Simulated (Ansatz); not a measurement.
Theory: DFT PBE, scalar-relativistic, plane waves, PAW in Ansatz 0.2.0. Settings: cutoff 420 eV, Γ-centred meshes spaced at most about 0.3 Å⁻¹, and about 0.25 Å⁻¹ or finer for metals (2π included), Gaussian smearing. No spin polarisation in the final relaxations.

These are static total energies at zero pressure. All come from trial cells, and lower structures may exist.

Question: These unrelaxed guesses for YHf2O2 are each relaxed within their symmetry. Order them by the energy at which they end, lowest first.
A.

```cif
data_structure
_symmetry_space_group_name_H-M 'I4/mmm'
_symmetry_Int_Tables_number 139
_cell_length_a 3.6488
_cell_length_b 3.6488
_cell_length_c 11.7339
_cell_angle_alpha 90.000
_cell_angle_beta 90.000
_cell_angle_gamma 90.000
_cell_volume 156.22
loop_
_atom_site_label
_atom_site_type_symbol
_atom_site_symmetry_multiplicity
_atom_site_Wyckoff_symbol
_atom_site_fract_x
_atom_site_fract_y
_atom_site_fract_z
_atom_site_occupancy
Y1 Y 2 a 0.00000 0.00000 0.00000 1
Hf1 Hf 4 d 0.00000 0.50000 0.25000 1
O1 O 4 e 0.00000 0.00000 0.35476 1
```

B.

```cif
data_structure
_symmetry_space_group_name_H-M 'P-3m1'
_symmetry_Int_Tables_number 164
_cell_length_a 4.1499
_cell_length_b 4.1499
_cell_length_c 6.7756
_cell_angle_alpha 90.000
_cell_angle_beta 90.000
_cell_angle_gamma 120.000
_cell_volume 101.05
loop_
_atom_site_label
_atom_site_type_symbol
_atom_site_symmetry_multiplicity
_atom_site_Wyckoff_symbol
_atom_site_fract_x
_atom_site_fract_y
_atom_site_fract_z
_atom_site_occupancy
Y1 Y 1 a 0.00000 0.00000 0.00000 1
Hf1 Hf 2 d 0.66667 0.33333 0.63047 1
O1 O 2 d 0.66667 0.33333 0.24898 1
```

C.

```cif
data_structure
_symmetry_space_group_name_H-M 'R-3m:H'
_symmetry_Int_Tables_number 166
_cell_length_a 5.0643
_cell_length_b 5.0643
_cell_length_c 11.2003
_cell_angle_alpha 90.000
_cell_angle_beta 90.000
_cell_angle_gamma 120.000
_cell_volume 248.77
loop_
_atom_site_label
_atom_site_type_symbol
_atom_site_symmetry_multiplicity
_atom_site_Wyckoff_symbol
_atom_site_fract_x
_atom_site_fract_y
_atom_site_fract_z
_atom_site_occupancy
Y1 Y 3 a 0.00000 0.00000 0.00000 1
Hf1 Hf 6 c 0.33333 0.66667 0.28538 1
O1 O 6 c 0.33333 0.66667 0.90483 1
```

Answer: B (ends in P-3m1, 0 meV/atom), A (ends in I4/mmm, 0.43 eV/atom), C (ends in R-3m, 0.80 eV/atom).

These runs have no spin–orbit coupling, which can matter for Hf. In P-3m1, I4/mmm, R-3m an odd number of electrons in the primitive cell allows no gap without spin; a larger cell or a magnetic state could open one. A magnetic state wasn't ruled out in cells without spin, among them I4/mmm, R-3m. Cells relaxed within their symmetry can be saddle points. Some structure types and database cells were kept out of the candidates from the start, so a known form may be missing.
